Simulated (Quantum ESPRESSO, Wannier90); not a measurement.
**Wannierisation of BeTe (zinc blende)**

```
BeTe
1.0
    0.00000     2.83146     2.83146
    2.83146     0.00000     2.83146
    2.83146     2.83146     0.00000
Be Te
1 1
Direct
  0.00000   0.00000   0.00000
  0.25000   0.25000   0.25000
```

Materials Project entry mp-252; symmetrised, unrelaxed at this level. COD (Crystallography Open Database) has an entry of this formula and space group (matched by these alone). Level: PBE, no spin polarisation, no spin-orbit coupling; pw.x of Quantum ESPRESSO at 71 Ry with PseudoDojo potentials, 10×10×10 k-points, Wannier90. Density: 10×10×10 mesh, cold smearing 0.01 Ry. Spin-orbit coupling is left out although heavy elements are present.

The plane-wave run has 21 bands and 20 electrons a cell. On the energy scale of pw.x, whose zero is arbitrary, the valence-band maximum lies at 7.51 eV.

Isolated groups of bands, relative to the valence-band maximum (bands from 11 on overlap up to the last one computed):

```
bands  from (eV)  to (eV)  filling  weight on atomic waves
-----  ---------  -------  -------  ----------------------
1        -100.39  -100.39   filled             Be 1s 100 %
2–6       -36.26   -36.24   filled             Te 4d 100 %
7         -12.19   -10.39   filled  Te 5s 85 %, Be 2s 12 %
8–10       -5.42     0.00   filled   Te 5p 83 %, Be 2s 8 %
```

Input w.win, without the blocks of cell, atoms and k-points (1000 lines):

```
num_bands = 21
num_wann = 8
num_iter = 800
conv_tol = 1.0e-6
conv_window = 4
dis_num_iter = 1000
dis_conv_tol = 1.0e-6
dis_froz_max = 11.04
write_hr = true
write_u_matrices = true
begin projections
Be: s;p
Te: s;p
end projections
mp_grid = 10 10 10
```

Check the input against the numbers above: what is wrong, and how is it mended?

wannier90.x stops with:
```
dis_windows: More states in the frozen window than target WFs
```
At some k-point more bands lie below dis_froz_max than there are Wannier functions, and every frozen state has to fit into the subspace. Here the deep bands below band 7 or between the kept ones were not excluded and fill the window; only bands 7-21 belong to the model. Mended as below, all else unchanged, the run goes through (Ω_I = 12.3 Å²) and follows the plane-wave bands to 8.7 meV rms (states up to 3.0 eV relative to the valence-band maximum).
```
num_bands = 15
exclude_bands = 1-6
```
